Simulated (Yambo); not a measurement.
SnF$_{3}$ (space group Fm-3m, No. 225), G0W0@PBEsol in Yambo with this input:

```
rim_cut
gw0
dyson
el_el_corr
HF_and_locXC
ppa
em1d
RandQpts= 1000000
RandGvec= 1 Ry
EXXRLvcs= 84 Ry
VXCRLvcs= 336 Ry
Chimod= "HARTREE"
% BndsRnXp
 1 | 309 |
%
NGsBlkXp= 8 Ry
% LongDrXp
 1.0 | 1.0 | 1.0 |
%
PPAPntXp= 27.2114 eV
% GbndRnge
 1 | 309 |
%
GTermKind= "BG"
DysSolver= "n"
ExtendOut
```

On a 2×2×2 mesh, with wavefunctions cut at 84 Ry, the gap (X → L) is 5.046 eV and the valence edge shifts by -1.383 eV.

### Question
What happens with this change: 2 Ry block?

### Answer
The gap rises by 0.068 eV, to 5.114 eV; the shift of the valence edge becomes -1.384 eV. Neither run is shown to be the converged limit.

The standard potential for Sn keeps a d shell in the valence without the s and p states of that shell. In tests on such compounds this moved G0W0 gaps by up to about 0.9 eV, so absolute quasiparticle energies here are unreliable; differences between settings are what counts.

Spin-orbit coupling is not included.

Geometry relaxed with PBE+D3(BJ); primitive cell a = 6.1950 Å, b = 6.1950 Å, c = 6.1950 Å, α = 60.00°, β = 60.00°, γ = 60.00°.

A shift is the quasiparticle energy of the state minus its PBEsol energy.
